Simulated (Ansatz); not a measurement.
**Band structure of AlRu**

```yaml
crystal:
  lattice:
    - [2.99160, 0.00000, 0.00000]
    - [0.00000, 2.99160, 0.00000]
    - [0.00000, 0.00000, 2.99160]
  atoms:
    - { symbol: Al, position: [0.00000, 0.00000, 0.00000] }
    - { symbol: Ru, position: [0.50000, 0.50000, 0.50000] }
```

Atoms are numbered in the order listed.

The geometry is COD entry 1527371, unchecked; take it as a test cell.

Spin polarisation is left out, and whether a magnetic state lies lower isn't shown here.

Method: DFT, PBEsol, all-electron LAPW, scalar-relativistic in Ansatz 0.2.0.

Numerical set-up: a Γ-centred 12×12×12 k mesh, Fermi–Dirac smearing of 0.05 eV, basis error target 1 meV/atom, no spin polarisation.

Points in fractions of the reciprocal vectors of this cell: Γ (0, 0, 0), X (0, 0.5, 0), M (0.5, 0.5, 0), R (0.5, 0.5, 0.5). The path joins them by straight lines in the order Γ–X–M–Γ–R–X–R–M; legs that retrace an earlier one aren't tabulated. Energies are in eV from the Fermi level.

Is there a gap?

none: with an odd electron count and no spin polarisation the bands can't all be full, a metal in this set-up (spin order or a larger cell could open a gap).

List the levels between -8 and 4 eV at the symmetry points.


Γ: -3.58 (×2), 0.19 (×3)
X: -5.85, -5.48, -2.79, -1.60 (×2), 0.45, 2.29
M: -6.03, -3.08, -1.37 (×2), -1.16 (×2), 1.54
R: -4.63 (×3), 1.63 (×2), 2.59
